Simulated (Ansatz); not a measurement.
Level of theory: Ansatz, DFT PBE, scalar-relativistic, plane waves, PAW. All cells share a 420 eV cutoff and Γ-centred k meshes spaced at most about 0.3 Å⁻¹ (about 0.25 or finer for metals, 2π included). No spin polarisation in the final relaxations.

These are static total energies at zero pressure.

Two relaxed structures of GeSb3O2:

A.

```
Ge Sb O
1.0
     3.23537    0.00000    0.00000
     0.00000    3.23537    0.00000
     0.00000    0.00000   11.74282
Ge Sb O
1 3 2
Direct
  0.50000 0.50000 0.09236
  0.00000 0.00000 0.57564
  0.00000 0.00000 0.31318
  0.50000 0.50000 0.85177
  0.00000 0.00000 0.12135
  0.50000 0.50000 0.54570
```

B.

```
Ge Sb O
1.0
     3.19510    0.00000    0.00000
     0.00000    3.19510    0.00000
     0.00000    0.00000   13.45804
Ge Sb O
1 3 2
Cartesian
  0.0000 0.0000 6.7290
  1.5975 1.5975 3.0607
  1.5975 1.5975 10.3974
  1.5975 1.5975 0.0000
  1.5975 1.5975 6.7290
  0.0000 0.0000 0.0000
```

Task: Which would you expect to be lower, and how large is the difference?

Result: A is lower, by 20 meV/atom. A has space group P4mm (No. 99), 20.5 Å³/atom and no gap on its mesh; B has space group P4/mmm (No. 123), 22.9 Å³/atom and no gap. The shortest distance is 2.25 Å (Sb–O) in A and 2.26 Å (Ge–O and Sb–O) in B. In A, Ge is surrounded by 4 O at 2.31 Å and 1 Sb at 2.83 Å; Sb on its first site has 4 O at 2.31 Å; O on its first site is surrounded by 1 Sb at 2.25 Å and 4 Ge at 2.31 Å; 3 more sites not described. In B, around Ge lie 4 O at 2.26 Å; Sb on a site of symmetry 4mm is surrounded by 5 Sb at 3.06–3.20 Å; O on its first site is surrounded by 4 Ge at 2.26 Å; 2 more sites not described. Both come from invented guesses.

No dispersion correction is applied, so the spacing and binding between layers, chains or molecules are poorly described (P4mm, P4/mmm), and this can change margins and order among such cells. These runs have no spin–orbit coupling, which can matter for Sb. In P4mm, P4/mmm an odd number of electrons in the primitive cell allows no gap without spin; a larger cell or a magnetic state could open one. Cells relaxed within their symmetry can be saddle points.
